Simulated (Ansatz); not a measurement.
WC (rock salt, Fm-3m) at seven volumes, r²SCAN (plane waves, PAW; program Ansatz), scaled uniformly. One row is withheld.

```csv
V (Å³/atom),P (GPa)
9.463,44.07
9.775,?
10.087,12.43
10.399,0.00
10.711,-10.61
11.023,-19.66
11.335,-27.38
```

Question: Fit the shown pressures and predict the withheld one.

Answer: Third-order Birch–Murnaghan: P = (3/2)B₀(x^(7/2) − x^(5/2))[1 + (3/4)(B′ − 4)(x − 1)] with x = (V₀/V)^(2/3). Least squares on the six rows gives V₀ = 10.399 Å³/atom, B₀ = 381.9 GPa, B′ = 4.27. At V = 9.775, x = 1.0421 and P = 26.98 GPa. The run itself gave 26.99 GPa.

The workflow started from a Materials Project entry (that database holds measured and hypothetical structures alike); the Crystallography Open Database copy checked does not list it. It is not the phase usual at ambient conditions (space group No. 187). Symmetry was held in the r²SCAN relaxation; whether a distortion lowers the energy is not shown. The run is not spin-polarised. Its formation energy is positive at this level, so the cell may be metastable or incomplete. Spin–orbit coupling is left out wherever it is not named.

Potentials: the earlier of the program's two PAW sets.
